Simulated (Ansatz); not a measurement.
TiGe8Mo3: rattling a relaxed structure

The structure comes from a generated guess, relaxed at this level; another structure or a mixture of phases may lie lower.

Computed with DFT PBE, scalar-relativistic, plane waves, PAW (Ansatz 0.2.0). Plane waves to 420 eV, a k mesh through Γ of 6×6×10 on the computed 12-atom cell and Gaussian smearing (0.10 eV); no spin polarisation.

The cell below (12 atoms, space group C2/m (No. 12)) is relaxed within its symmetry.

```yaml
crystal:
  lattice:
    - [4.73156, -4.72798, -0.00085]
    - [4.73156, 4.72798, -0.00085]
    - [-2.36324, 0.00000, 4.17626]
  atoms:
    - { symbol: Ti, position: [0.00000, 0.00000, 0.00000] }
    - { symbol: Ge, position: [0.82951, 0.33151, 0.32247] }
    - { symbol: Ge, position: [0.33199, 0.33199, 0.32320] }
    - { symbol: Ge, position: [0.33151, 0.82951, 0.32247] }
    - { symbol: Ge, position: [0.83006, 0.83006, 0.32619] }
    - { symbol: Ge, position: [0.66849, 0.17049, 0.67753] }
    - { symbol: Ge, position: [0.16994, 0.16994, 0.67381] }
    - { symbol: Ge, position: [0.17049, 0.66849, 0.67753] }
    - { symbol: Ge, position: [0.66801, 0.66801, 0.67680] }
    - { symbol: Mo, position: [0.50000, 0.00000, 0.00000] }
    - { symbol: Mo, position: [0.00000, 0.50000, 0.00000] }
    - { symbol: Mo, position: [0.50000, 0.50000, 0.00000] }
```

For the test it was strained at random (σ = 1.5 % a component), the atoms were moved at random (σ = 0.05 Å), and all was relaxed again on a coarse 6×4×4 mesh (in the run’s order of axes) with 0.20 eV smearing, with no symmetry imposed.

Question: Is the structure stable against such a distortion?

Answer: It returns, within 1 meV/atom of the unmoved cell on that mesh and with the same symmetry when read at 0.1 Å. So it is stable against the distortions that fit this cell and that this random move excites. Modes that don't fit the cell aren't tested.
